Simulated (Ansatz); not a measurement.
Input:

ZnO:
```xyz
4
Lattice="3.2349 0.0000 0.0000 -1.6175 2.8015 0.0000 0.0000 0.0000 5.2119" Properties=species:S:1:pos:R:3 pbc="T T T"
Zn     1.6175     0.9338     0.0124
Zn     0.0000     1.8677     2.6183
O      1.6175     0.9338     3.2461
O      0.0000     1.8677     0.6401
```

This is the r²SCAN-relaxed structure. Cartesian axes are those of the cell as given.

Q: All from r²SCAN (plane waves, PAW; program Ansatz), unless another level is named. Predict the band gap.

A: 1.24 eV (direct).

Q: And the formation energy from the elements (no fitted shifts)?

A: -1.62 eV/atom.

Q: And the hole effective mass, band 1 of 2 at the edge?

A: 2.5 along x, 2.8 along z (mₑ).

Q: Give the valence-band maximum.

A: at Γ.

Q: And the weight of the conduction-edge state by species (Voronoi cells)?

A: Zn 56 %, O 44 %.

Space group P6_3mc (wurtzite). Symmetry was held in the r²SCAN relaxation; phonons on a q-mesh show no instability. The references are the lowest solids computed at this level, not always the standard phases (solids in place of the gases).

Potentials: the later of the program's two PAW sets.
